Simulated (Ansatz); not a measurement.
Starting cell, NbRu (space group P4/mmm):

```
CELL_PARAMETERS angstrom
      2.99925     0.00000     0.00000
      0.00000     2.99925     0.00000
      0.00000     0.00000     6.75064
ATOMIC_POSITIONS crystal
  Nb 0.00000 0.00000 0.00000
  Nb 0.00000 0.00000 0.50000
  Ru 0.50000 0.50000 0.25000
  Ru 0.50000 0.50000 0.75000
```

A phonon eigenvector at Z = (0.0, 0.0, 0.5) is frozen into this cell: atom i moves by Q times the vector below, so Q is the largest atomic displacement, in Å. The cell is held. It is one choice among 2 degenerate patterns. (q is in reciprocal vectors of the primitive cell; the cell shown is doubled to hold the pattern.)

| atom | x | y | z |
|---|---|---|---|
| Nb1 | 0.000 | -1.000 | 0.000 |
| Nb2 | 0.000 | 1.000 | 0.000 |

Atoms not listed stay in place.

The numbers are results of LDA (plane waves to 420 eV, PAW, scalar-relativistic; Ansatz, an electronic-structure program), not measurements. k mesh 15×15×7 (Γ-centred), Fermi-Dirac smearing 0.05 eV. The energy includes the smearing's −TS. With partly filled bands, energies and forces of such displacements shift with the k mesh and the smearing. NbRu is run without spin polarisation. NbRu was relaxed with its symmetry unable to fall. ΔE is measured from the undisplaced structure. The last digit holds for this mesh only.

```tsv
Q (Å)	ΔE (meV/cell)
-0.2800	373.5
-0.2333	255.4
-0.1867	withheld
-0.1400	90.0
-0.0933	39.6
-0.0467	9.7
0.0000	0.0
0.0467	9.7
0.0933	39.6
0.1400	90.0
0.1867	withheld
0.2333	255.4
0.2800	373.5
```

Question: Fit an even polynomial form (powers 2, 4) to the given rows and predict ΔE at Q = -0.1867.

Answer: Least squares on the 11 given rows: ΔE = (4530)·Q² + (2986)·Q⁴, in meV/cell with Q in Å; root-mean-square residual 0.09 meV/cell. At -0.1867 the fit gives 161.5 meV/cell; the calculation gives 161.4 meV/cell, so the interpolation is off by 0.1 (+0.1 %). The quadratic term alone would give 157.9 meV/cell.

(For displaced atoms, the force is minus the slope of the energy, and its curvature is a force constant, which sets phonon frequencies.)
